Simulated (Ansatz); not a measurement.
Relaxed candidate structures of CaSe:

A. F-43m (No. 216), cF8, zinc blende type; a = 6.502 Å, b = 6.502 Å, c = 6.502 Å, α = 90.00°, β = 90.00°, γ = 90.00°; Se 4d (0.750, 0.750, 0.750); Ca 4a (0.000, 0.000, 0.000)

B. Fm-3m (No. 225), cF8, rock salt type; a = 5.8685 Å, b = 5.8685 Å, c = 5.8685 Å, α = 90.00°, β = 90.00°, γ = 90.00°; Se 4a (0.000, 0.000, 0.000); Ca 4b (0.500, 0.500, 0.500)

### Question
Order them by energy per atom (lowest first) at the level PBEsol (plane waves to 420 eV, PAW, scalar-relativistic; Ansatz, a first-principles code).

### Answer
B (reference, the lowest of the structures calculated here), A (+324 meV/atom)

### Question
Give each candidate's band gap.

### Answer
No candidate is metallic. A: 3.13 eV (no spin-orbit coupling); B: 1.88 eV (no spin-orbit coupling).

Each run could gain symmetry but not lose that of its start, so entries can be saddle points. From databases, or of a type measured for this composition: Fm-3m, cF8, rock salt type; the others are generated cells (placed on structure types, drawn at random, substituted or restacked) that were not matched to a known phase here. Energies are at zero temperature and pressure, without zero-point motion. Each cell has its own k-point mesh; energy differences are given only to the digits this allows. No spin polarisation in the result.
